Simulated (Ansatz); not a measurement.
AlAs (zinc blende)

```xyz
2
Lattice="0.0000 2.8373 2.8373 2.8373 0.0000 2.8373 2.8373 2.8373 0.0000" Properties=species:S:1:pos:R:3 pbc="T T T"
As     4.2560     4.2560     4.2560
Al     0.0000     0.0000     0.0000
```

The slice is a {111} plane (indices of the conventional cell) through the point (0.750, 0.750, 0.750) (fractional), spanned by u = [100] and v = [-1 2 0] in vectors of this cell: u (4.01 Å) and v (6.95 Å, at 90° to u). It covers one period; positions are fractions (u, v).

Computed with PBEsol (plane waves to 420 eV, PAW, scalar-relativistic; Ansatz, a quantum-chemistry and plane-wave program). k mesh 10×10×10. These are valence fields of a PAW run, semicore shells included where kept as valence: close to a nucleus they are smooth pseudo fields. AlAs was relaxed with its symmetry unable to fall.

Problem. Predict the map of the electrostatic potential energy of an electron, from the cell's mean on the slice.

Solution. 
```
|xxxxxx00668888886600xxxx|
|xxxxxx44889999998844xxxx|
|000044779999999999774400|
|223355779999999999775533|
|000033668899999988663300|
|xxxx004477777777774400xx|
|xxxx003333000000333300xx|
|xxxx1122xxxxxxxxxx2211xx|
|11223300xxxxxxxxxx003322|
|66665500xxxxxxxxxx005566|
|88886600xxxxxxxxxx006688|
|99998844xxxxxxxxxx448899|
|999999774400000044779999|
|999999775533223355779999|
|999988663300000033668899|
|7777774400xxxxxx00447777|
|0000333300xxxxxx00333300|
|xxxxxx2211xxxxxx1122xxxx|
|xxxxxx00332211223300xxxx|
|xxxxxx00556666665500xxxx|
```
Scale: ten equal steps from -3.00 (start of '0') to 5.59 (end of '9'), in the order '0123456789'. Values: electrostatic potential energy of an electron, from the cell's mean, in eV. The map has 12 points along u (two characters each, u = 0 at the left) and 20 along v (v = 0 in the bottom row). Points within 1 Å of a nucleus are blanked (x), as the pseudised field means little there. Values under -3 eV are set to -3. The zero, the cell's mean, hangs on the PAW cores.
